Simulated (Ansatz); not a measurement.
Theory: DFT PBEsol, scalar-relativistic, plane waves, PAW in Ansatz 0.2.0.

Structure of Br:

```xyz
4
Lattice="3.5971 -2.0086 0.0000 3.5971 2.0086 0.0000 0.0000 0.0000 8.5359" Properties=species:S:1:pos:R:3 pbc="T T T"
Br    3.5971   -1.3890    1.0248
Br    3.5971   -0.6196    5.2928
Br    3.5971    1.3890    7.5110
Br    3.5971    0.6196    3.2431
```

Plane waves to 420 eV, a k mesh through Γ of 8×8×4 on the computed 4-atom cell and Gaussian smearing (0.02 eV); no spin polarisation.

Levels along Γ–Y–F0 | Δ0–Γ–Z–B0 | G0–T–Y | Γ–S–R–Z–T, in eV from a zero inside the gap, sorted by energy at each point. Points in fractions of the primitive reciprocal vectors: Γ (0.000 0.000 0.000), Y (0.500 0.500 0.000), F0 (0.328 0.672 0.000), Δ0 (-0.328 0.328 0.000), Z (0.000 0.000 0.500), B0 (-0.328 0.328 0.500), G0 (0.328 0.672 0.500), T (0.500 0.500 0.500), S (0.000 0.500 0.000), R (0.000 0.500 0.500).
```csv
point,"k (1/Å, with 2π)",band 11,band 12,band 13,band 14,band 15,band 16,band 17
Γ,0.000,-2.16,-1.32,-1.27,-0.60,0.67,1.69,4.91
-,0.437,-2.12,-1.98,-1.37,-0.76,0.66,1.61,6.01
Y,0.873,-2.65,-2.28,-1.42,-0.90,0.63,1.53,5.82
-,1.143,-2.65,-1.66,-1.09,-0.93,0.69,1.37,6.52
F0,1.411,-2.28,-1.93,-1.77,-1.02,1.48,1.67,7.27
Δ0,1.411,-2.28,-1.93,-1.77,-1.02,1.48,1.67,7.27
-,1.925,-1.67,-1.62,-1.27,-1.25,1.38,1.70,6.19
Γ,2.437,-2.16,-1.32,-1.27,-0.60,0.67,1.69,4.91
-,2.621,-2.14,-1.44,-1.13,-0.67,0.69,1.41,5.12
Z,2.805,-1.76,-1.76,-0.87,-0.87,0.94,0.94,5.54
-,3.318,-1.27,-1.27,-1.18,-1.18,1.36,1.36,6.54
B0,3.831,-1.53,-1.53,-1.11,-1.11,1.25,1.25,7.60
G0,3.831,-1.53,-1.53,-1.11,-1.11,1.25,1.25,7.60
-,4.100,-1.80,-1.80,-1.63,-1.63,1.24,1.24,7.51
T,4.370,-1.91,-1.91,-1.67,-1.67,0.88,0.88,6.99
-,4.553,-2.35,-2.29,-1.56,-1.12,0.66,1.30,6.16
Y,4.738,-2.65,-2.28,-1.42,-0.90,0.63,1.53,5.82
Γ,4.738,-2.16,-1.32,-1.27,-0.60,0.67,1.69,4.91
-,5.185,-1.50,-1.49,-1.16,-1.02,0.99,1.53,6.07
S,5.633,-2.34,-2.34,-1.44,-1.44,1.89,1.89,5.92
-,5.817,-1.68,-1.68,-1.28,-1.28,1.53,1.53,6.09
R,6.001,-1.56,-1.56,-0.69,-0.69,1.04,1.04,6.35
-,6.449,-1.52,-1.52,-1.19,-1.19,1.42,1.42,6.33
Z,6.897,-1.76,-1.76,-0.87,-0.87,0.94,0.94,5.54
-,7.334,-1.88,-1.88,-1.23,-1.23,0.95,0.95,7.09
T,7.770,-1.91,-1.91,-1.67,-1.67,0.88,0.88,6.99
```

The cell holds layers, and where no dispersion correction was added their binding is poorly described.

Cost: 1 run of about 1.2 core-minutes, on Arm Neoverse V1 (shared hosts).